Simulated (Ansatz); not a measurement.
The relaxed structure here is a generated cell of HfO2: the first start was made by a random draw of sites in a space group, and the end was not matched to a known phase here, so it may be hypothetical. Known forms of HfO2 include space group No. 14, 29, 137, 225.

A structure of HfO$_{2}$ relaxed with PBEsol (plane waves to 420 eV, PAW, scalar-relativistic; Ansatz, a quantum-chemistry and plane-wave program); single points at other levels follow on the same geometry (Ansatz, PAW; HSE06 at 420 eV on a 6×6×4 k-mesh; no spin-orbit coupling). Space group P2₁/m (No. 11).

HfO₂ has the monoclinic space group P2₁/m (No. 11), Pearson symbol mP6. Lattice parameters: a = 3.8331 Å, b = 3.4396 Å, c = 5.3945 Å, α = 90.00°, β = 104.57°, γ = 90.00°. Hf on 2e is coordinated by 5 O at 2.053–2.136 Å and 2 O at 2.306 Å. O1 on 2e sees 2 Hf at 2.070–2.136 Å and 2 Hf at 2.306 Å. O2 on 2e is coordinated by 3 Hf at 2.053–2.116 Å (trigonal pyramidal). (Neighbours: up to the widest gap in distance over summed covalent radii, below 1.35, at either atom; cation-cation and far metal-metal contacts left out.)

| level | gap (eV) | kind | conduction minimum |
|---|---|---|---|
| PBEsol | 4.84 | indirect | k = (0, 0.1, 0) |
| HSE06 | 6.60 | – | k = (0, 0.1667, 0) |

HSE06 gaps come from a coarse mesh plus a few chosen points, so they may be too large. No spin polarisation in the result.

It was reached from a disturbed copy of a P4₂/mcm (No. 132) cell, against which it lies -0.806 eV/atom.
